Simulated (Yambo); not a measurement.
A G0W0@PBEsol run in Yambo for GaN (zinc blende, space group F-43m, No. 216) (6×6×6 Γ-centred k mesh, 180 bands and a 14 Ry block in the screening, 180 bands in G with the Bruneval-Gonze terminator, plasmon pole fitted at 27.2 eV) gives these matrix elements, in eV, at the band edges (Γ → Γ):

| state | E0 | <Vxc> | <Σx> | <Σc(E0)> | Z |
|---|---|---|---|---|---|
| valence edge | 0.000 | -18.198 | -21.150 | 2.472 | 0.793 |
| conduction edge | 1.733 | -13.998 | -10.080 | -3.647 | 0.816 |

Question: Solve the linearised quasiparticle equation for both states, give the gap, and say how exchange and correlation each act on it.

Answer: E = E0 + Z(Σx + Σc − Vxc). Valence: 0.000 + 0.793 × (-21.150 + (2.472) − (-18.198)) = -0.38 eV. Conduction: 1.733 + 0.816 × (-10.080 + (-3.647) − (-13.998)) = 1.95 eV. The gap is 2.33 eV, against 1.73 eV in PBEsol. Replacing Vxc by bare exchange alone would open it by 6.87 eV; correlation takes back 6.12 eV of that, and Z scales what is left. Convergence of the G0W0 settings was not tested. 

The standard potential for Ga keeps a d shell in the valence without the s and p states of that shell. In tests on such compounds this moved G0W0 gaps by up to about 0.9 eV, so absolute quasiparticle energies here are unreliable; differences between settings are what counts.

Spin-orbit coupling is included.

Geometry relaxed with PBEsol; primitive cell a = 3.1817 Å, b = 3.1817 Å, c = 3.1817 Å, α = 60.00°, β = 60.00°, γ = 60.00°.

This is not the ordinary phase of the substance; no match was found in the copy of COD used, and its stability was not checked.
